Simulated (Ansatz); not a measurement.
InP:
```xyz
2
Lattice="0.0000 2.9536 2.9536 2.9536 0.0000 2.9536 2.9536 2.9536 0.0000" Properties=species:S:1:pos:R:3 pbc="T T T"
In     0.0000     0.0000     0.0000
P      4.4304     4.4304     4.4304
```

Plane-wave PAW r²SCAN (Ansatz code) gives a gap of 1.02 eV without spin–orbit coupling, maximum at Γ, minimum at Γ.

Q: What happens when spin–orbit coupling is switched on?

A: The gap decreases by 0.02 eV, to 1.00 eV; maximum at Γ, minimum at Γ.

Q: How large is the spin–orbit splitting of the valence top at Γ?

A: The fourfold level lies 0.09 eV above the split-off pair.

Q: Give the electron effective mass with spin–orbit coupling.

A: 0.074 mₑ (isotropic).

Space group F-43m (zinc blende). Symmetry was held in the r²SCAN relaxation; of distortions, only those at the zone centre were tested.

Potentials: the earlier of the program's two PAW sets.
